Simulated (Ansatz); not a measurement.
Ca₂AsI in space group R-3m (No. 166; Ca on 6c, As on 3b, I on 3a) under volume change, plane-wave PAW r²SCAN (Ansatz code), shape and atoms relaxed at each volume.

```tsv
V (Å³/atom)	E − E(relaxed) (meV/atom)	P (GPa)
28.219	30.9	3.86
29.150	13.0	2.36
30.080	3.1	1.10
31.010	0.0	0.01
31.941	2.7	-0.93
32.871	10.4	-1.71
33.801	22.4	-2.40
```

Q: What does a third-order Birch–Murnaghan fit give for V₀, B₀ and B′?

A: V₀ = 31.02 Å³/atom, B₀ = 33.4 GPa, B′ = 4.2.

The first step of the workflow began from a Materials Project structure, measured or hypothetical; the Crystallography Open Database files this formula in space group No. 166, but the cells were not matched. Its standing as an ambient phase is unchecked. Symmetry was held in the r²SCAN relaxation; its stability against distortions is not shown here. Scalar-relativistic: spin–orbit coupling is off unless named, which matters more the heavier the elements.

Potentials: the later of the program's two PAW sets.
